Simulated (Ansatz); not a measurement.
Level of theory: Ansatz, DFT PBE, scalar-relativistic, plane waves, PAW, and for the lanthanide a 4f-in-core norm-conserving potential. All cells share a 660 eV cutoff and Γ-centred k meshes spaced at most about 0.3 Å⁻¹ (about 0.25 or finer for metals, 2π included). No spin polarisation in the final relaxations.

Temperature and zero-point effects are left out.

Compare these two cells of Pr2SbSe2, each relaxed at this level.

A. Space group P-3m1 (No. 164), trigonal, a = 4.813 Å, c = 7.916 Å. Pr is surrounded by 4 Se at 2.93–3.09 Å and 3 Sb at 3.39 Å; Sb is surrounded by 6 Pr at 3.39 Å and 6 Se at 4.00 Å; Se has 4 Pr at 2.93–3.09 Å, 3 Se at 3.52 Å and 3 Sb at 4.00 Å.

B. Space group P4/mmm (No. 123), tetragonal, a = 3.773 Å, c = 12.387 Å. Around Pr lie 4 Se at 2.97 Å, 4 Sb at 3.64 Å and 4 Pr at 3.77 Å; around Sb lie 8 Pr at 3.64 Å, 2 Se at 3.77 Å and 4 Sb at 3.77 Å; Se is surrounded by 4 Pr at 2.97 Å, 1 Sb at 3.77 Å and 4 Se at 3.77 Å.

**Question.** Which form is favoured at zero pressure, and by what margin per atom?

**Answer.** A is lower, by 65 meV/atom. A has space group P-3m1 (No. 164), 31.8 Å³/atom and no gap on its mesh; B has space group P4/mmm (No. 123), 35.3 Å³/atom and no gap. Counting Sb or Se atoms around Pr (for each partner element, those within 1.25 times its shortest distance or 1.15 times the sum of covalent radii, where it is the nearest in units of that sum or under 1.3; a plus sign parts groups by distance over the sum of covalent radii), A has Pr 7 and B has Pr 4+4. Both come from invented guesses.

Weakly bound directions are ill-defined at this level, which has no dispersion term (P4/mmm), and this can change margins and order among such cells. These runs have no spin–orbit coupling, which can matter for Sb. In P-3m1, P4/mmm an odd number of valence electrons (the lanthanide is held trivalent, its 4f shell in the core) allows no gap without spin; another valence of the lanthanide, a larger cell or a magnetic state could open one. Cells relaxed within their symmetry can be saddle points.

The lanthanide is trivalent by construction, without f bands, f moments or other valences.
